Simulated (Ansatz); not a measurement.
Starting structure, (001) slab as cut from the bulk (Ag, P6_3/mmc (No. 194), (0 0 1) face):

```xyz
8
Lattice="2.8710 0.0000 0.0000 -1.4355 2.4863 0.0000 0.0000 0.0000 31.3416" Properties=species:S:1:pos:R:3 pbc="T T T"
Ag    0.0000    1.6575    7.5000
Ag    0.0000    0.0000    9.8345
Ag    1.4355    0.8288   12.1690
Ag    0.0000    0.0000   14.5035
Ag    0.0000    1.6575   16.8381
Ag    0.0000    0.0000   19.1726
Ag    1.4355    0.8288   21.5071
Ag    0.0000    0.0000   23.8416
```

Level of theory: DFT PBEsol, scalar-relativistic, plane waves, PAW (Ansatz). Cutoff 420 eV; k points 12×12×1 on the computed 8-atom cell (Γ-centred); Gaussian smearing, width 0.10 eV; no spin polarisation. A dipole correction removes the field between periodic images along c.

All atoms are free. The cell is fixed. Force threshold 0.02 eV/Å.

**Question.** Where does it end?

**Answer.** The energy falls by 0.001 eV in 3 steps, to:

```xyz
8
Lattice="2.8710 0.0000 0.0000 -1.4355 2.4863 0.0000 0.0000 0.0000 31.3416" Properties=species:S:1:pos:R:3 pbc="T T T"
Ag    0.0000    1.6575    7.5238
Ag    0.0000    0.0000    9.8512
Ag    1.4355    0.8288   12.1705
Ag    0.0000    0.0000   14.4989
Ag    0.0000    1.6575   16.8411
Ag    0.0000    0.0000   19.1696
Ag    1.4355    0.8288   21.4887
Ag    0.0000    0.0000   23.8225
```

The reference crystal is a form of Ag, which isn't its usual structure.

Cost: 1 run of about 1.8 core-minutes, on Intel Xeon Platinum 8375C (Ice Lake) (shared hosts).